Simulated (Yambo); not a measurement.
Yambo run on CuI (wurtzite, space group P6_3mc, No. 186). The wavefunctions are PBEsol (pw.x of Quantum ESPRESSO, ONCV potentials, with spin-orbit coupling) ones on a 3×3×2 mesh (52 occupied bands); a = b = 4.182 Å, c = 6.898 Å, α = β = 90.00°, γ = 120.00°.

Yambo input:

```
gw0
dyson
el_el_corr
HF_and_locXC
ppa
em1d
EXXRLvcs= 92 Ry
VXCRLvcs= 368 Ry
Chimod= "HARTREE"
% BndsRnXp
 17 | 248 |
%
NGsBlkXp= 6 Ry
% LongDrXp
 1.0 | 1.0 | 1.0 |
%
PPAPntXp= 27.2114 eV
% GbndRnge
 1 | 248 |
%
GTermKind= "BG"
DysSolver= "n"
ExtendOut
% QPkrange
 1 | 1 | 52 | 53 |
%
```

k points by index: 1 = Γ.

Resulting energies as the program prints them:

```
#    K-point    Band    Eo [eV]    E [eV]    E-Eo [eV]    Vxc [eV]    Vnlxc [eV]    Sc|Eo [eV]    Sc|E [eV]    dSc/dw|Eo [eV]    Re(Z)    Im(Z)
#
    1    52    0.000000    -0.357538    -0.357538    -22.93060    -27.43496    4.038029    4.146824    -8.276612    0.766774    -0.001579
    1    53    1.025536    1.645134    0.619598    -10.24117    -5.684703    -3.797813    -3.936873    -6.105925    0.816732    -0.001348
```
(The two width columns are left out.) Convergence of these settings isn't established.

Geometry relaxed with PBEsol.

This is not the ordinary phase of the substance.
